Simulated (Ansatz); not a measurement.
GaAs:
```
CELL_PARAMETERS angstrom
      0.00000     2.83325     2.83325
      2.83325     0.00000     2.83325
      2.83325     2.83325     0.00000
ATOMIC_POSITIONS crystal
  As 0.75000 0.75000 0.75000
  Ga 0.00000 0.00000 0.00000
```

Relaxed with r²SCAN.

Give the Bader charges and basin volumes of the independent atoms, plane-wave PAW r²SCAN (Ansatz code).



```tsv
atom	Bader charge (e)	Bader volume (Å³)
As1	-0.76	28.8
Ga2	+0.76	16.7
```

Space group F-43m (zinc blende). The cell was relaxed with r²SCAN under the symmetry of its start.

Potentials: the later of the program's two PAW sets.
